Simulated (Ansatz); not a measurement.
V$_{3}$Ge (A15 (Cr3Si type), Pm-3n) under volume change, r²SCAN in the plane-wave PAW code Ansatz, scaled uniformly.

| V (Å³/atom) | E − E(relaxed) (meV/atom) | P (GPa) |
|---|---|---|
| 12.078 | 77.8 | 22.59 |
| 12.476 | 32.7 | 13.88 |
| 12.874 | 7.8 | 6.41 |
| 13.273 | 0.0 | 0.01 |
| 13.671 | 7.0 | -5.48 |
| 14.069 | 26.6 | -10.18 |
| 14.467 | 57.0 | -14.21 |

**Question.** What does a third-order Birch–Murnaghan fit give for V₀, B₀ and B′?

**Answer.** V₀ = 13.27 Å³/atom, B₀ = 197 GPa, B′ = 4.1.

The first step of the workflow began from a Materials Project structure, measured or hypothetical; the Crystallography Open Database files this formula in space group No. 223, but the cells were not matched. Its standing as an ambient phase is unchecked. Symmetry was held in the r²SCAN relaxation; its stability against distortions is not shown here. Magnetic state: ferromagnetic, the only order run, not a proven ground state. Other orbital occupations within this spin state were not tried.

Potentials: the later of the program's two PAW sets.
